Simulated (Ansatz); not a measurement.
Input:

WC (WC type, space group P-6m2)

```xyz
2
Lattice="2.9219 0.0000 0.0000 -1.4609 2.5304 0.0000 0.0000 0.0000 2.8471" Properties=species:S:1:pos:R:3 pbc="T T T"
W      0.0000     0.0000     0.0000
C      1.4609     0.8435     1.4235
```

In this cell atom 2 (C, nearest neighbour W at 2.207 Å; its periodic images, 2.8 Å or more away, move with it) is moved by s towards the nearest neighbour, unit vector (-0.662, -0.382, -0.645); all other atoms and the cell stay fixed.

The numbers are results of PBE (plane waves to 420 eV, PAW, scalar-relativistic; Ansatz, a program for electronic structure), not measurements. k mesh 15×15×13 (Γ-centred), Fermi-Dirac smearing 0.05 eV. Energies are smeared free energies. Left out: 1 of 11 points, with atoms too close for the PAW data. With partly filled bands, energies and forces of such displacements shift with the k mesh and the smearing. Spin-orbit coupling is left out, though W is heavy. WC is run without spin polarisation. WC was relaxed with its symmetry unable to fall. The zero of ΔE is the undisplaced structure.

The scan covers s from -0.440 to 0.352 Å in 10 points.

Is the energy the same for displacements of ±0.352 Å, and if not, which side lies higher?

Not even: the positive side lies higher at ±0.352 Å. With its periodic images moving along, the atom's site symmetry in this cell is -6m2.

What is the energy change at s = 0.352 Å?

1066 meV/cell.

What is the force constant k = d²E/ds² of this move at s = 0?

14.3 eV/Å².

(For displaced atoms, the force is minus the slope of the energy, and its curvature is a force constant, which sets phonon frequencies.)
